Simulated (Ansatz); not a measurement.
This run works on a generated trial structure, not on a known crystal.

Input and command of a plane-wave DFT calculation in Ansatz:

```yaml
crystal:
  lattice:
    - [2.9882451058, -2.9118211816, -0.0011684247]
    - [2.9882451058, 2.9118211816, -0.0011684247]
    - [-2.9596214974, 0.0, 4.0909548489]
  atoms:
    - { symbol: Ta, position: [0.0, 0.0, 0.5] }
    - { symbol: W, position: [0.7268593403, 0.2731406597, 0.0] }
    - { symbol: W, position: [0.2731406597, 0.7268593403, 0.0] }
    - { symbol: "N", position: [0.7591579935, 0.7591579935, 0.9780295953] }
    - { symbol: "N", position: [0.2408420065, 0.2408420065, 0.0219704047] }
    - { symbol: "N", position: [0.5, 0.0, 0.5] }
    - { symbol: "N", position: [0.0, 0.5, 0.5] }
basis:
  ecutwfc: 420
kpoints:
  mp_grid: { grid: [8, 8, 8] }
hamiltonian:
  xc: pbe
scf:
  occupations: { method: gaussian, width: 0.1 }
output:
  forces: true
  stress: true
  eigenvalues: true
  write_density: true
  write_potential: true
  elf: true
  volumetric_format: npy
relax:
  adjacent_minimum: "off"
  f_tol: 0.01
  max_steps: 30
  cell: { stress_tol: 0.1, fix: [volume] }
```

```bash
ansatz run input.yaml --threads 1 --pin off --max-ram 2560MiB --backend cpu --events-out ev --progress --plain --runs-dir out
```

Processor: Intel(R) Xeon(R) Platinum 8259CL CPU @ 2.50GHz (Skylake/Cascade Lake), 1 thread, on a host shared with other jobs.

**Question.** How long does it run, and how much memory does it take?

**Answer.** About 2.1 min, peak memory 0.66 GiB. It solves 38 bands at 150 k points (after reduction by symmetry) with about 1377 plane waves, in 29 SCF iterations over 6 ionic steps.
